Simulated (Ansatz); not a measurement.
LaNbO4 (space group C2/c)

```
CELL_PARAMETERS angstrom
      3.62358    -5.71078     0.00000
      3.62358     5.71078     0.00000
     -3.33040     0.00000     3.93657
ATOMIC_POSITIONS crystal
  La 0.63052 0.36948 0.75000
  La 0.36948 0.63052 0.25000
  Nb 0.10033 0.89967 0.75000
  Nb 0.89967 0.10033 0.25000
  O  0.79639 0.73330 0.30736
  O  0.20361 0.26670 0.69264
  O  0.26670 0.20361 0.19264
  O  0.73330 0.79639 0.80736
  O  0.05567 0.64653 0.83944
  O  0.94433 0.35347 0.16056
  O  0.35347 0.94433 0.66056
  O  0.64653 0.05567 0.33944
```

The slice is a (100) plane (indices of the conventional cell) through the point (0.900, 0.100, 0.250) (fractional), spanned by u = [001] and v = [1 -1 0] in vectors of this cell: u (5.16 Å) and v (11.42 Å, at 90° to u). It covers one period; positions are fractions (u, v).

Computed with PBEsol (plane waves to 420 eV, PAW, scalar-relativistic; Ansatz, a quantum-chemistry and plane-wave program). k mesh 6×6×7. Near the nuclei the fields are pseudised (PAW); where an atom keeps semicore shells as valence, they peak there. LaNbO4 is run without spin polarisation. LaNbO4 was relaxed with its symmetry unable to fall.

Three fields on this plane, each scaled to ten steps between its own extremes (0 low, 9 high; the total valence density on a logarithmic scale, the potential cut 8 eV below its top; x marks points blanked near nuclei; v = 0 in the bottom row):

Map A
```
|xx20000000002x|
|x5000000000005|
|42000000000002|
|00000000000000|
|00000000000000|
|00000000000000|
|000000xxx00000|
|00000xxxxx0000|
|00000xxxxx0000|
|000000xxx00000|
|00000000000000|
|00000000000000|
|00000000000000|
|00000000000000|
|xx00000000000x|
|xx00000000000x|
|xxx000000000xx|
|xx00000000000x|
|x0000000000000|
|00000000000000|
|00000000000000|
|00000001000000|
|00000037300000|
|000001xxx10000|
|00001xxxxx1000|
|00001xxxxx1000|
|000001xxx10000|
|11000159510001|
|53000023200003|
|x6100001000016|
|xx20000000002x|
|xxx100000001xx|
```

Map B
```
|xx00699999600x|
|x0017999997100|
|00146898986410|
|55666766676665|
|99976300036799|
|99973000003799|
|998400xxx00489|
|98720xxxxx0278|
|98720xxxxx0278|
|987400xxx00478|
|88751000001578|
|67775100015777|
|12467654567642|
|00036777776300|
|xx00578887500x|
|xx00378987300x|
|xxx027898720xx|
|xx00379997300x|
|x0005899985000|
|00047999997400|
|23567888887653|
|77865431345687|
|99963000003699|
|999600xxx00699|
|99950xxxxx0599|
|99850xxxxx0589|
|777600xxx00677|
|34663000003664|
|00156300036510|
|x0016765676100|
|xx00588888500x|
|xxx058999850xx|
```

Map C
```
|xx97542124579x|
|x9876532356789|
|77787532357877|
|55777543457775|
|34566556556654|
|22345789875432|
|012369xxx96321|
|00147xxxxx7410|
|00147xxxxx7410|
|112369xxx96321|
|22235799975322|
|23334566654333|
|44433333333344|
|87643322233467|
|xx85322122358x|
|xx97421012479x|
|xxx741000147xx|
|xx97310001379x|
|x9854211124589|
|77655432345567|
|44567654567654|
|34578765678754|
|23578888888753|
|124679xxx97642|
|12356xxxxx6532|
|12346xxxxx6432|
|223469xxx96432|
|34455689865544|
|66555555555556|
|x9755433345579|
|xx96432123469x|
|xxx643212346xx|
```

Question: Assign the maps to these fields: density of the lowest conduction band (whole band as if filled, smooth part); valence electron density; electrostatic potential energy of an electron, from the cell's mean.

Answer: A is the density of the lowest conduction band (whole band as if filled, smooth part); B is the electrostatic potential energy of an electron, from the cell's mean; C is the valence electron density.
